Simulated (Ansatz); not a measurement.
CuAu (L1₀ or tetragonal B2, P4/mmm), a = b = 2.834 Å, c = 3.538 Å, α = β = γ = 90.00°.

Relaxed with PBEsol.

Problem. Decompose the optical modes at the zone centre into irreducible representations, and say which are infrared and Raman allowed.

Solution. Point group 4/mmm: Γ_opt = A2u + Eu. Infrared: A2u, Eu. Raman: none.

Problem. Assign frequencies (DFPT, PBEsol in the plane-wave PAW code Ansatz).

Solution. Eu 155, A2u 204 cm⁻¹.

The cell was relaxed with PBEsol under the symmetry of its start; of distortions, only those at the zone centre were tested. The run is not spin-polarised. As this level gives no gap, phonon frequencies hold no LO–TO term and depend on the k-mesh and smearing (Fermi–Dirac, 0.1 eV here). Axis ratios of metals converge slowly with the k-mesh, so a and c are less sure than the volume. Scalar-relativistic: spin–orbit coupling is off unless named, which matters more the heavier the elements.

Potentials: the later of the program's two PAW sets.
